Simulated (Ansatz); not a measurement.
# LuGeRu: pressure against volume

A database entry relaxed whole under r2SCAN (Pnma):

```yaml
crystal:
  lattice:
    - [6.87763, 0.00000, 0.00000]
    - [0.00000, 4.30423, 0.00000]
    - [0.00000, 0.00000, 7.21971]
  atoms:
    - { symbol: Lu, position: [0.49277, 0.25000, 0.30834] }
    - { symbol: Lu, position: [0.00723, 0.75000, 0.80834] }
    - { symbol: Lu, position: [0.99277, 0.25000, 0.19166] }
    - { symbol: Lu, position: [0.50723, 0.75000, 0.69166] }
    - { symbol: Ge, position: [0.79369, 0.25000, 0.60914] }
    - { symbol: Ge, position: [0.70631, 0.75000, 0.10914] }
    - { symbol: Ge, position: [0.29369, 0.25000, 0.89086] }
    - { symbol: Ge, position: [0.20631, 0.75000, 0.39086] }
    - { symbol: Ru, position: [0.15647, 0.25000, 0.56118] }
    - { symbol: Ru, position: [0.34353, 0.75000, 0.06118] }
    - { symbol: Ru, position: [0.65647, 0.25000, 0.93882] }
    - { symbol: Ru, position: [0.84353, 0.75000, 0.43882] }
```

The cell was scaled uniformly, its shape held, and the atoms relaxed at each volume with plane-wave PAW DFT (Ansatz 0.2.0; r2SCAN, 500 eV, 5×8×5 Γ-centred mesh, fermi-dirac occupations of width 0.100 eV; no spin, no spin-orbit coupling). One row is withheld.

```csv
volume (Å³/atom),energy over the lowest (meV/atom),pressure (GPa)
16.742,31.5,10.18
17.098,13.3,6.40
17.454,3.1,3.02
17.810,0.0,-0.01
18.167,3.3,-2.71
18.523,?,?
18.879,26.2,-7.25
```

Q: Fit the pressures of the other rows to the third-order Birch-Murnaghan form.

A: With f = [(V₀/V)^(2/3) − 1]/2 and P = 3B₀f(1 + 2f)^(5/2)[1 + 3(B₀′ − 4)f/2], least squares gives V₀ = 17.81 Å³ an atom, B₀ = 142 GPa and B₀′ = 4.7; the rows miss the fit by less than 0.01 GPa. The slope of the energies differs from these pressures by 0.10 GPa, since they are taken to zero smearing while pressures follow the free energy.

Q: What does the withheld row hold?

A: The fit gives -5.11 GPa at 18.523 Å³; the run gave -5.11 GPa and 12.2 meV an atom.

Caveats: the shape of the cell was held, so B₀ is an upper bound where the axes differ in stiffness; 0 K, fixed nuclei; the symmetry was kept, and this need not be the phase that is stable at 0 K; one mesh for all volumes; every run is gapless at this level; pressure is positive in compression.
